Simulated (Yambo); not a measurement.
A BSE run in Yambo for CsO2H3 (space group Amm2, No. 38) (LDA bands; 6×8×8 mesh, 4 valence and 5 conduction bands, static screening with 40 bands and a 3 Ry block, scissor 2.63 eV, Tamm-Dancoff; field along x) gives:

```tsv
state	energy (eV)	states within 2 meV	relative strength	class
1	5.98	1	0.18	strong
2	6.42	1	0.06	strong
3	6.55	1	< 0.01	dark
4	6.56	1	< 0.01	dark
5	6.61	1	0.01	weak
```

Axes are Cartesian, with cell vectors (Å) (4.25, 0.00, 0.00), (0.00, 2.21, 4.02), (0.00, -2.21, 4.02).

Q: What changes when the light is polarised along y instead?

A: The energies stay; the strengths change. The first strong state is now at 6.56 eV instead of 5.98 eV.
```
state  energy (eV)  states within 2 meV  relative strength   class
-----  -----------  -------------------  -----------------  ------
1             5.98                    1             < 0.01    dark
2             6.42                    1             < 0.01    dark
3             6.55                    1             < 0.01    dark
4             6.56                    1               1.00  strong
5             6.61                    1             < 0.01    dark
```
Each run's strengths are scaled to its own strongest state. These are vertical excitations (zero momentum). The scissor comes from a G0W0 run whose convergence isn't established.

Geometry of the Materials Project entry, not relaxed at this level; primitive cell a = 4.250 Å, b = c = 4.592 Å, α = 57.61°, β = γ = 90.00°.

The structure is a Materials Project entry; no match was found in the copy of COD used, and its stability was not checked.
